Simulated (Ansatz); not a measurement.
Mg5Te (I4/mmm)

All numbers below come from Ansatz 0.2.0, DFT PBE, scalar-relativistic, plane waves, PAW.

Plane waves to 420 eV, a k mesh through Γ of 10×10×10 on the computed 6-atom cell and Gaussian smearing (0.10 eV); no spin polarisation.

The structure is relaxed at this level of theory with its symmetry kept, and needn't be the ground state of this composition.

Space group I4/mmm (No. 139), tetragonal, a = 6.026 Å, c = 9.278 Å. Mg on a site of symmetry 4/mmm is surrounded by 8 Mg at 3.15 Å; Mg on a site of symmetry 2/m is surrounded by 6 Mg at 3.01–3.15 Å and 2 Te at 3.15 Å; Te has 8 Mg at 3.15 Å.

* Volume per atom: 28.08 Å³
* Formation energy from the elements' standard states (uncorrected): +0.060 eV/atom
* Kohn–Sham band gap: none (metal)
* Density of states at the Fermi level: 2.4 states/eV per cell
* Bader charge by site (e): Mg (1 in the cell) -0.37, Mg (4 in the cell) 0.53, Te (1 in the cell) -1.77

Spin-orbit coupling is left out, which matters for the bands of heavy elements.

The cell was found from a structure generator's guess, not taken from experiment.
